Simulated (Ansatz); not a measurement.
Rough cost of magnetic runs on GdIn (Pm-3m) in Ansatz 0.2.0, 1 thread of Arm Neoverse V1, on a shared host.

```xyz
2
Lattice="3.8300 0.0000 0.0000 0.0000 3.8300 0.0000 0.0000 0.0000 3.8300" Properties=species:S:1:pos:R:3 pbc="T T T"
Gd    0.0000    0.0000    0.0000
In    1.9150    1.9150    1.9150
```

```json
{"run": "PAW: volume scaled by 0.94, no spin polarisation", "functional, mesh": "LDA, 10×10×10", "k points solved": "56", "bands": "22", "iterations": "10", "wall time (s)": "4.7", "peak memory (GiB)": "0.35"}
{"run": "PAW: volume scaled by 0.88, no spin polarisation", "functional, mesh": "LDA, 10×10×10", "k points solved": "56", "bands": "22", "iterations": "10", "wall time (s)": "5.4", "peak memory (GiB)": "0.35"}
{"run": "PAW: volume scaled by 1.06, no spin polarisation", "functional, mesh": "LDA, 10×10×10", "k points solved": "56", "bands": "22", "iterations": "10", "wall time (s)": "5.1", "peak memory (GiB)": "0.36"}
{"run": "AE-PAW: volume scaled by 0.82", "functional, mesh": "LDA, 10×10×10", "k points solved": "56", "bands": "23", "iterations": "9", "wall time (s)": "24", "peak memory (GiB)": "0.64"}
{"run": "PAW: volume scaled by 1.12", "functional, mesh": "LDA, 10×10×10", "k points solved": "56", "bands": "23", "iterations": "10", "wall time (s)": "16", "peak memory (GiB)": "0.46"}
{"run": "PAW: volume scaled by 0.7", "functional, mesh": "LDA, 10×10×10", "k points solved": "56", "bands": "23", "iterations": "9", "wall time (s)": "9.1", "peak memory (GiB)": "0.42"}
{"run": "PAW: volume scaled by 0.76, no spin polarisation", "functional, mesh": "LDA, 10×10×10", "k points solved": "56", "bands": "22", "iterations": "9", "wall time (s)": "3.1", "peak memory (GiB)": "0.34"}
{"run": "PAW: volume scaled by 0.88", "functional, mesh": "LDA, 10×10×10", "k points solved": "56", "bands": "23", "iterations": "9", "wall time (s)": "12", "peak memory (GiB)": "0.43"}
{"run": "PAW: volume scaled by 0.82", "functional, mesh": "LDA, 10×10×10", "k points solved": "56", "bands": "23", "iterations": "9", "wall time (s)": "9.9", "peak memory (GiB)": "0.42"}
```

Runs with the default search for lower states can spend part of their time in further cycles.
